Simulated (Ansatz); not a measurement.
# Y (Fm-3m), an elastic constant from a strain scan

All numbers below come from DFT PBEsol, scalar-relativistic, plane waves, PAW (Ansatz). Cutoff 420 eV, Γ-centred 16×16×16 k-points, Gaussian smearing of 0.15 eV. No spin polarisation. Energies are free energies at this smearing, counted from the undisturbed cell; pressure is positive in compression.

Zero of the scan (as given, not relaxed at this level; it stands at 0.2 GPa; this fcc form isn't the usual structure):

```yaml
crystal:
  lattice:
    - [0.00000, 2.48500, 2.48500]
    - [2.48500, 0.00000, 2.48500]
    - [2.48500, 2.48500, 0.00000]
  atoms:
    - { symbol: Y, position: [0.00000, 0.00000, 0.00000] }
```

The cell is strained by ε times the Voigt pattern (0, 0, 0, 1, 0, 0) (xx, yy, zz, yz, xz, xy; engineering shear) with fractional coordinates fixed. The cell holds 1 atom in V0 = 30.69 Å³. The stress column is τ = (1/V0) dE/dε, got from the stress tensor σ (compression positive) at each point as −det(1 + εP) σ : P(1 + εP)⁻¹, with P the pattern as a tensor.

| ε | ΔE (meV/atom) | τ (GPa) |
| --- | --- | --- |
| -0.0350 | 4.127 | -1.231 |
| -0.0300 | 3.032 | -1.055 |
| -0.0250 | 2.106 | -0.879 |
| -0.0200 | 1.348 | -0.704 |
| -0.0150 | 0.758 | -0.528 |
| -0.0100 | 0.337 | -0.352 |
| -0.0050 | 0.084 | -0.176 |
| 0.0000 | 0.000 | 0.000 |
| 0.0050 | 0.084 | 0.176 |
| 0.0100 | 0.337 | 0.352 |
| 0.0150 | 0.758 | 0.528 |
| 0.0200 | 1.348 | 0.704 |
| 0.0250 | 2.106 | 0.879 |
| 0.0300 | 3.032 | 1.055 |
| 0.0350 | 4.127 | 1.231 |
| 0.0400 | ? | ? |

Q: Which combination of elastic constants does this scan measure, and how large is it?

A: For small ε, τ = τ0 + Kε with K = pᵀCp, which for this pattern is C44 in the cubic axes. The parabola through τ at ε = -0.0050, 0 and 0.0050 has slope K = 35 GPa at zero. The energies per cell, E = NΔE, of the wider pair ε = ±0.0300 give K = 2[E(ε₊)/ε₊ − E(ε₋)/ε₋]/[(ε₊ − ε₋)V0] = 35 GPa, in agreement.

Q: Predict the withheld row at ε = 0.0400 from the harmonic law, and compare.

A: ΔE = V0(τ0 ε + Kε²/2)/N = 5.392 meV/atom and τ = 1.41 GPa. The calculation gives 5.390 meV/atom and 1.41 GPa, a miss of 0.01 meV/atom at most, so the harmonic law still holds here.

In a metal these slopes depend on the k mesh and the smearing.